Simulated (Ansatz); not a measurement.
**Data sheet: ReTe2 (DFT)**

ReTe₂:
```cif
data_ReTe2
_chemical_formula_sum 'Re1 Te2'
_space_group_name_H-M_alt 'P 1'
_space_group_IT_number 1
_cell_length_a 7.21922
_cell_length_b 7.21922
_cell_length_c 7.21922
_cell_angle_alpha 26.903
_cell_angle_beta 26.903
_cell_angle_gamma 26.903
loop_
_space_group_symop_operation_xyz
  'x, y, z'
loop_
_atom_site_label
_atom_site_type_symbol
_atom_site_fract_x
_atom_site_fract_y
_atom_site_fract_z
_atom_site_occupancy
Re1 Re 0.00000 0.00000 0.00000 1
Te1 Te 0.24375 0.24375 0.24375 1
Te2 Te 0.75625 0.75625 0.75625 1
```

Space group R-3m (No. 166); conventional cell a = b = 3.3587 Å, c = 20.8617 Å, α = β = 90.00°, γ = 120.00°.

Method: the program Ansatz at the LDA level (PAW). Structure relaxed to zero pressure with the same functional. Other levels are named where they apply.

**Cell and energy**

| Quantity | Result |
|---|---|
| Volume per atom | 22.65 Å³ |
| Density | 10.79 g/cm³ |
| Formation energy from the elements (no fitted shifts) | 0.28 eV/atom |

**Electronic structure**

| Item | Result |
|---|---|
| Electronic character | metallic (no gap) |
| Density of states at the Fermi level | 0.65 states/eV per atom (mean over ±0.08 eV) |

**Mechanics**

| Item | Value |
|---|---|
| Bulk modulus (Birch–Murnaghan fit) | 48.8 GPa |
| Pressure derivative B′ | 11.7 |

The cell is a constructed one: a structure type filled with these elements; neither database checked (COD, Materials Project) lists it. Whether it is the stable phase at ambient conditions was not checked. The LDA relaxation kept the symmetry of its start; its stability against distortions is not shown here. The run is not spin-polarised. A crystal of weakly bound layers computed without a dispersion correction: the cell and the soft elastic constants depend strongly on that. With an odd number of electrons in the cell and no spin polarisation, the count alone makes it a metal. The references are the lowest solids computed at this level, not always the standard phases. Scalar-relativistic: spin–orbit coupling is off unless named, which matters more the heavier the elements.

Potentials: the earlier of the program's two PAW sets. The files were generated under PBE; for other functionals the program regenerates the frozen cores, and for LDA and PBEsol the local potential too.
